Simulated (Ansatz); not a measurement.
Nb: from a starting cell to a relaxed one

The start is a generated cell, Nb placed in the bcc structure type. Cell shape, volume and atoms are optimised at zero target pressure with PBEsol (plane waves to 420 eV, PAW, scalar-relativistic; Ansatz, a program for electronic structure). First-step values are on the input's coarse k-mesh.

Ansatz input (later rounds restart from its end on a renewed k-mesh):
Ansatz 0.2 input:
```yaml
crystal:
  lattice:
    - [-1.65, 1.65, 1.65]
    - [1.65, -1.65, 1.65]
    - [1.65, 1.65, -1.65]
  atoms:
    - { symbol: Nb, position: [0, 0, 0] }
basis: { ecutwfc: 420, ecutrho_ratio: 4, xc_grid: 2, fft_grid_basis: typed }
kpoints: { mp_grid: { grid: [14, 14, 14] } }
hamiltonian:
  xc: pbesol
  dispersion: none
  pseudopotentials: { kind: paw }
scf: { occupations: { method: fermi_dirac, width: 0.05 } }
relax: { f_tol: 0.01, max_steps: 100, cell: { stress_tol: 0.02 } }
output: { forces: true, stress: true }
```

### Question
How much energy is released per atom?

### Answer
0.01 eV/atom.

### Question
How does the volume per atom move from start to end?

### Answer
-2.6 %, from 17.97 to 17.50 Å³/atom.

### Question
How do the shortest distances between atoms change?

### Answer
The closest pairs of elements (up to four, under 3.6 Å), start → end: Nb–Nb 2.86 → 2.83 Å.

### Question
What does it relax into? Give the structure.

### Answer

Space group Im-3m (No. 229); a = b = c = 3.2713 Å, α = β = γ = 90.00°

| atom | site | symmetry | x | y | z |
|---|---|---|---|---|---|
| Nb | 2a | m-3m | 0.0000 | 0.0000 | 0.0000 |
(The calculation used a cell of 1 atom; values per cell refer to that cell.)

The space group stays Im-3m (No. 229) (the run could not lower it); the end is bcc (W type), with 1 atom in the primitive cell. Final values are on a 20×20×20 k-mesh of the relaxed cell. No spin polarisation in the result.

The run could not lose the symmetry of its start.
